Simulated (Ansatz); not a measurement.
BaSrTi$_{2}$O$_{6}$:
```yaml
crystal:
  lattice:
    - [0.00000, 3.97953, 3.97953]
    - [3.97953, 0.00000, 3.97953]
    - [3.97953, 3.97953, 0.00000]
  atoms:
    - { symbol: Sr, position: [0.00000, 0.00000, 0.00000] }
    - { symbol: Ti, position: [0.25000, 0.25000, 0.25000] }
    - { symbol: O, position: [0.00000, 0.00000, 0.50000] }
    - { symbol: O, position: [0.00000, 0.50000, 0.00000] }
    - { symbol: O, position: [0.50000, 0.00000, 0.00000] }
    - { symbol: Ba, position: [0.50000, 0.50000, 0.50000] }
    - { symbol: Ti, position: [0.75000, 0.75000, 0.75000] }
    - { symbol: O, position: [0.50000, 0.50000, 0.00000] }
    - { symbol: O, position: [0.50000, 0.00000, 0.50000] }
    - { symbol: O, position: [0.00000, 0.50000, 0.50000] }
```

Relaxed with PBE. Special points in fractions of this cell's reciprocal vectors: Γ (0.000, 0.000, 0.000); X (0.500, 0.000, 0.500); U (0.625, 0.250, 0.625); K (0.375, 0.375, 0.750); L (0.500, 0.500, 0.500); W (0.500, 0.250, 0.750).

Q: List the band energies nearest the valence-band maximum at these points for the program Ansatz at the PBE level (PAW).

A: In eV from the valence-band maximum; about four levels below and three above (degenerate sets whole), none deeper than 8.9 eV; points with the same levels are listed once.

```csv
k,below,above
Γ,-0.23 -0.23 -0.23 0.00 0.00 0.00,1.81 1.81 1.81
X,-1.10 -1.10 -0.70 -0.70 -0.07,1.95 3.57 3.57
U,-1.18 -1.10 -0.95 -0.26,2.46 3.33 3.39
L,-0.69 -0.69 -0.64 -0.54,3.20 3.20 3.22 3.22
W,-1.23 -1.23 -0.61 -0.49,2.82 2.84 3.57 3.57
```

Space group Fm-3m. The start of the workflow was typed in or built on a structure type; neither database checked (COD, Materials Project) lists it. Its standing as an ambient phase is unchecked. The cell was relaxed with PBE under the symmetry of its start; whether a distortion lowers the energy is not shown. The workflow began spin-polarised and lost its moments. Spin–orbit coupling is left out wherever it is not named.

Potentials: the later of the program's two PAW sets.
